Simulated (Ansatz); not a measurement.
Simulated powder pattern, Fe Kα, λ = 1.93735 Å (kinematic, ideal powder, no thermal factors, no anomalous dispersion; the 30 strongest lines at most, above 1 %, up to 2θ = 90°):

```tsv
2θ (°)	d (Å)	I/Imax (%)
50.57	2.268	100
59.03	1.966	16
59.14	1.963	32
88.43	1.389	24
88.52	1.388	12
```

The pattern belongs to a structure relaxed with PBE in the plane-wave PAW code Ansatz.

Q: Which compound is it?
A) ScIr3, I4/mmm (Ir on 2b, Ir on 4d, Sc on 2a)
B) CoW, Cmcm (W on 4c, Co on 4c)
C) IrW, L1₀ or tetragonal B2
D) ReW, CsCl type

A: C, IrW, L1₀ or tetragonal B2

Q: Give the lattice parameters.

A: a = 2.776 Å, c = 3.932 Å.

Space group P4/mmm (L1₀ or tetragonal B2). The start of the workflow was typed in or built on a structure type; neither database checked (COD, Materials Project) lists it. COD files the formula under space group No. 51. Its standing as an ambient phase is unchecked. The cell was relaxed with PBE under the symmetry of its start; its stability against distortions is not shown here. The run is not spin-polarised. Axis ratios of metals converge slowly with the k-mesh, so a and c are less sure than the volume. Spin–orbit coupling is left out wherever it is not named.

Potentials: the earlier of the program's two PAW sets.
